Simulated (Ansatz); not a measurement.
Rb$_{2}$NaGaF$_{6}$:
```
CELL_PARAMETERS angstrom
      0.00000     4.20135     4.20135
      4.20135     0.00000     4.20135
      4.20135     4.20135     0.00000
ATOMIC_POSITIONS crystal
  Rb 0.75000 0.75000 0.75000
  Rb 0.25000 0.25000 0.25000
  Na 0.50000 0.50000 0.50000
  Ga 0.00000 0.00000 0.00000
  F  0.77261 0.22739 0.22739
  F  0.22739 0.77261 0.77261
  F  0.22739 0.77261 0.22739
  F  0.77261 0.22739 0.77261
  F  0.22739 0.22739 0.77261
  F  0.77261 0.77261 0.22739
```

Relaxed with PBEsol.

Map the electron localisation function on the plane through (0.750, 0.750, 0.750) spanned by u = [1, 0, 0] and v = [-1, 1, 1] in lattice vectors, from PBEsol (plane waves, PAW; program Ansatz).

x is the fraction of u, y of v (the angle between them is 90°; rows are the nearest grid lines); atoms in the plane: Rb at (0.00, 0.00), Rb at (0.00, 0.50), Na at (0.50, 0.75), Ga at (0.50, 0.25), F at (0.50, 0.48), F at (0.50, 0.02).
```
|..+%%%*:..+#%%#*#%%#+..:*%%%+..|
|*#%%%%+...-*#%%%%%#*-...+%%%%#*|
|%%%%%#=...:=+*###*+=:...=#%%%%%|
|%%#*=:...................:=*#%%|
|::..........-+***+-..........::|
|...........=**=-=**=...........|
|...........=*+-:-+*=...........|
|...........:+*****+:...........|
|*+=-..........:::..........-=+*|
|%%%%#+:.....::---::.....:+#%%%%|
|%%%%%#=...:=+*###*+=:...=#%%%%%|
|.-*%%%*:..=#%%%#%%%#=..:*%%%*-.|
|.-*%%%+..:+#%#*=*#%#+:..+%%%*-.|
|%%%%%*-...-*#%###%#*-...-*%%%%%|
|%%%%#=....:=*#####*=:....=#%%%%|
|*+=:........:::::::........:=+*|
|...........::.....::...........|
|..........::.. @ ..::..........|
|...........:.......:...........|
|::..........:::::::..........::|
|%%#*-......:--===--:......-*#%%|
|%%%%%*-...-*#%###%#*-...-*%%%%%|
|*#%%%%=...=#%%*+*%%#=...=%%%%#*|
|..+%%%*:..+#%%#*#%%#+..:*%%%+..|
```
Scale: ten equal steps from -0.111 (start of ' ') to 1.00 (end of '@'), in the order ' .:-=+*#%@'; x runs from 0.000 to 1.00, y from 0.000 (bottom) to 1.00 (top).

The density is the valence pseudo-density with augmentation charge, so density and ELF within about 1 Å of a nucleus are not all-electron values.

Space group Fm-3m. The workflow started from a Materials Project entry (that database holds measured and hypothetical structures alike); the Crystallography Open Database copy checked does not list it. Its standing as an ambient phase is unchecked. The cell was relaxed with PBEsol under the symmetry of its start; whether a distortion lowers the energy is not shown.

Potentials: the later of the program's two PAW sets.
